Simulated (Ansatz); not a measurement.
MnBr2:
```
CELL_PARAMETERS angstrom
      1.92490     1.11134     6.32319
     -1.92490     1.11134     6.32319
      0.00000    -2.22268     6.32319
ATOMIC_POSITIONS crystal
  Mn 0.00000 0.00000 0.00000
  Br 0.74624 0.74624 0.74624
  Br 0.25376 0.25376 0.25376
```
The run is spin-polarised; directions of the spins, atom by atom: ↑ 0 0.

Relaxed with r²SCAN+D4.

Q: Map the spin density (μB/Å³) on the plane through (0.000, 0.000, 0.000) spanned by u = [1, -1, 0] and v = [1, 1, -1] in lattice vectors, from plane-wave PAW r²SCAN+D4 (Ansatz code).

A: x is the fraction of u, y of v (the angle between them is 90°; rows are the nearest grid lines); atoms in the plane: Mn at (0.00, 0.00), Br at (0.50, 0.24), Br at (0.50, 0.76).
```
|97310000000000001379|
|33100000000000000133|
|11000000000000000011|
|00000000000000000000|
|00000000000000000000|
|00000000000000000000|
|00000000000000000000|
|00000000000000000000|
|00000000000000000000|
|00000000000000000000|
|00000000000000000000|
|00000000000000000000|
|00000000000000000000|
|00000000000000000000|
|00000000000000000000|
|00000000000000000000|
|00000000000000000000|
|00000000000000000000|
|00000000000000000000|
|00000000000000000000|
|00000000000000000000|
|11000000000000000011|
|33100000000000000133|
|97310000000000001379|
```
Scale: ten equal steps from -0.006 (start of '0') to 9.51 (end of '9'), in the order '0123456789'; x runs from 0.000 to 1.00, y from 0.000 (bottom) to 1.00 (top).

The density is the valence pseudo-density with augmentation charge, so density and ELF within about 1 Å of a nucleus are not all-electron values.

Space group R-3m. The first step of the workflow began from a Materials Project structure, measured or hypothetical; the Crystallography Open Database copy checked does not list it. COD files the formula under space group No. 164. Its standing as an ambient phase is unchecked. The r²SCAN+D4 relaxation kept the symmetry of its start; whether a distortion lowers the energy is not shown. Spin order of the final state: ferromagnetic, chosen from 4 collinear starts compared on coarse meshes (ties went to the first, and starts can fall back to one state), not a proven ground state. Other orbital occupations within this spin state were not tried. No Hubbard U is applied.

Potentials: the later of the program's two PAW sets.
